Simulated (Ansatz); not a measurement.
TaAl3:
```
TaAl3
1.0
   -1.91785     1.91785     4.25226
    1.91785    -1.91785     4.25226
    1.91785     1.91785    -4.25226
Ta Al
1 3
Direct
  0.00000   0.00000   0.00000
  0.50000   0.50000   0.00000
  0.75000   0.25000   0.50000
  0.25000   0.75000   0.50000
```

Relaxed with r²SCAN. Special points in fractions of this cell's reciprocal vectors: Γ (0.000, 0.000, 0.000); X (0.000, 0.000, 0.500); P (0.250, 0.250, 0.250); N (0.000, 0.500, 0.000); M (0.500, 0.500, -0.500); S (0.301, 0.699, -0.301); S0 (-0.301, 0.301, 0.301); R (-0.102, 0.102, 0.500); G (0.500, 0.500, -0.102).

Task: List the band energies nearest the Fermi level at these points for plane-wave PAW r²SCAN (Ansatz code).

Result: In eV from the Fermi level; about four levels below and three above (degenerate sets whole), none deeper than 8.9 eV; points with the same levels are listed once.

```json
[
 {"k": "Γ", "below": "-3.24 -2.94 -2.40 -2.40", "above": "0.14 1.31 1.31"},
 {"k": "X", "below": "-4.53 -3.58 -3.37 -2.29", "above": "1.37 2.48 2.57"},
 {"k": "P", "below": "-2.87 -2.87 -1.81 -0.14", "above": "1.69 2.48 3.89 3.89"},
 {"k": "N", "below": "-3.45 -2.43 -1.36 -0.34", "above": "1.67 1.95 2.70"},
 {"k": "M", "below": "-1.52 -1.52 -1.34 -0.04 -0.04", "above": "0.36 3.16 5.62"},
 {"k": "S", "below": "-2.36 -1.89 -1.51 -0.24", "above": "1.52 1.98 2.97"},
 {"k": "R", "below": "-4.83 -3.11 -2.47 -2.13", "above": "1.76 1.91 2.15"}
]
```

Space group I4/mmm. The workflow started from a Materials Project entry (that database holds measured and hypothetical structures alike); the Crystallography Open Database files this formula in space group No. 139, but the cells were not matched. Its standing as an ambient phase is unchecked. The cell was relaxed with r²SCAN under the symmetry of its start; its stability against distortions is not shown here. No spin polarisation was allowed. Scalar-relativistic: spin–orbit coupling is off unless named, which matters more the heavier the elements.

Potentials: the later of the program's two PAW sets.
